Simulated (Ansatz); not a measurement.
An inverse problem

Cell vectors (Å):

```
-1.5772  1.5772  1.5772
 1.5772 -1.5772  1.5772
 1.5772  1.5772 -1.5772
```

```csv
atom,a,b,c
X,0.0000,0.0000,0.0000
```

Method: PBEsol, all-electron LAPW in Ansatz 0.2.0, scalar-relativistic. k mesh 18×18×18, fine mesh 24×24×24, Fermi-Dirac smearing of 0.100 eV, lines of 0.2 eV, Drude damping 0.03 eV.

Independent-particle optical response of a crystal from Kohn-Sham bands on the fine mesh with a Drude term, no local fields or excitons; Cartesian axes as in the cell vectors.

```
Fine mesh              : 24, 24, 24
Line width             : 0.2 eV
Drude damping          : 0.03 eV
Further gaussian width : 0.3 eV
```

| photon energy (eV) | dielectric imag xx |
| --- | --- |
| 1.2 | 19.76 |
| 2.4 | 24.68 |
| 3.6 | 19.99 |
| 4.8 | 22.11 |
| 6 | 13.85 |
| 7.2 | 5.09 |
| 8.4 | 3.3 |
| 9.6 | 3.78 |
| 10.8 | 4.18 |
| 12 | 3.16 |
| 13.2 | 2.5 |
| 14.4 | 1.78 |
| 15.6 | 2.08 |
| 16.8 | 2.95 |
| 18 | 1.98 |
| 19.2 | 1.37 |
| 20.4 | 0.61 |
| 21.6 | 0.6 |
| 22.8 | 0.53 |
| 24 | 0.3 |
| 25.2 | 0.28 |
| 26.4 | 0.29 |
| 27.6 | 0.27 |
| 28.8 | 0.37 |
| 30 | 0.46 |

All X atoms are one element. Which one was computed?

W; the crystal is W (Im-3m).

Keep in mind: these sums move with the mesh, by several per cent and more for small sheets; Fermi surface not resolved by the mesh; spectra summed at the mesh points alone; no spin-orbit coupling on heavy atoms.
